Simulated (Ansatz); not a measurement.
KLa, DFT, PBE, all-electron PAW with datasets made for the crystal, scalar-relativistic (Ansatz 0.2.0), run on 1 thread of AMD EPYC 7R43 64-Core Processor (Zen 3) on a shared host.

The cell was built from the L11 type and relaxed in the same program, and has space group R-3m; it needn't be a known or the stable phase.

Command: `ansatz run input.yaml --threads 1 --pin off --max-ram 2048MiB --backend cpu --events-out ev --progress --plain --runs-dir out`

```yaml
crystal:
  lattice:
    - [1.8935674168, -1.0932516578, 7.4291209337]
    - [0.0, 2.1865033157, 7.4291209337]
    - [-1.8935674168, -1.0932516578, 7.4291209337]
  atoms:
    - { symbol: K, position: [0.0, 0.0, 0.0] }
    - { symbol: La, position: [0.5, 0.5, 0.5] }
kpoints:
  mp_grid: { grid: [11, 11, 11] }
  band_path:
    path:
      - [0.0, 0.0, 0.0]
      - [0.5, 0.5, 0.5]
      - [0.8188964258, 0.1811035742, 0.5]
      - [0.5, -0.1811035742, 0.1811035742]
      - [0.5, 0.0, 0.0]
      - [0.0, 0.0, 0.0]
      - [0.3405517871, -0.3405517871, 0.0]
      - [0.6594482129, 0.0, 0.3405517871]
      - [0.5, 0.0, 0.5]
    npoints: 8
scf:
  occupations: { method: fermi_dirac, width: 0.05 }
hamiltonian:
  xc: pbe
  pseudopotentials: { kind: all_electron, datasets: crystal }
output:
  forces: true
  stress: true
  eigenvalues: true
  efg: { contact_densities: true }
```

Question: How large is the problem that the program sets up?

Answer: 146 irreducible k-points, 775 plane waves at Γ, 23 bands.

Question: About how long does it take, and how much memory does it use?

Answer: 45 s of wall time for 12 SCF iterations, with a peak of 0.87 GiB. Times on shared machines scatter by tens of per cent.

Question: And the same cell and mesh by all-electron LAPW, asked for forces, stress, eigenvalues, populations, dos and the same band path, on the same hardware?

Answer: 47 s, peak memory 0.58 GiB.

Question: And the same cell and mesh by frozen-core PAW, asked for forces, stress, eigenvalues, efg, populations, bader, dos, write_density, write_potential, elf and the same band path, on the same hardware?

Answer: 29 s, peak memory 0.58 GiB.
